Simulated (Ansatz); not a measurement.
One crystal and one scan (scan of one atom of the cell) at two levels, PBE-D3(BJ) (plane waves to 420 eV, PAW, scalar-relativistic; Ansatz, an electronic-structure program) and r2SCAN+rVV10 (plane waves to 500 eV, PAW, scalar-relativistic; Ansatz), each from its own relaxed cell and on its own mesh. The cell shown is that of PBE-D3(BJ).

WS2 (2H-MoS2 type, space group P6_3/mmc)

```
CELL_PARAMETERS angstrom
      3.15408     0.00000     0.00000
     -1.57704     2.73152     0.00000
      0.00000     0.00000    12.13731
ATOMIC_POSITIONS crystal
  W  0.33333 0.66667 0.25000
  W  0.66667 0.33333 0.75000
  S  0.33333 0.66667 0.62026
  S  0.66667 0.33333 0.12026
  S  0.66667 0.33333 0.37974
  S  0.33333 0.66667 0.87974
```

In this cell atom 6 (S, nearest neighbour W at 2.407 Å; its periodic images, 3.2 Å or more away, move with it) is moved by s along Cartesian [110], unit vector (0.707, 0.707, 0.000); all other atoms and the cell stay fixed.

E stands for the smeared free energy. Spin-orbit coupling is left out, though W is heavy. WS2 is run without spin polarisation. WS2 was relaxed with its symmetry unable to fall. Both scans cover s from -0.240 to 0.240 Å.

ΔE (meV/cell), each from the undisplaced structure of its own level:

```tsv
s (Å)	PBE-D3(BJ)	r2SCAN+rVV10
-0.240	321	330
-0.192	203	withheld
-0.144	113	116
-0.096	50	51
-0.048	12	13
0.000	0	0
0.048	12	12
0.096	47	48
0.144	103	106
0.192	180	186
0.240	277	285
```

Question: Estimate the r2SCAN+rVV10 value at -0.192 from the PBE-D3(BJ) value there and the ratio of the two levels in the two nearest given rows on that side of the minimum.

Answer: At -0.240 and -0.144 the ratio r2SCAN+rVV10/PBE-D3(BJ) averages 1.027, which gives 1.027 × 203 = 208 meV/cell. The calculation gives 209 meV/cell, +3.0 % against PBE-D3(BJ).

(For displaced atoms, the force is minus the slope of the energy, and its curvature is a force constant, which sets phonon frequencies.)
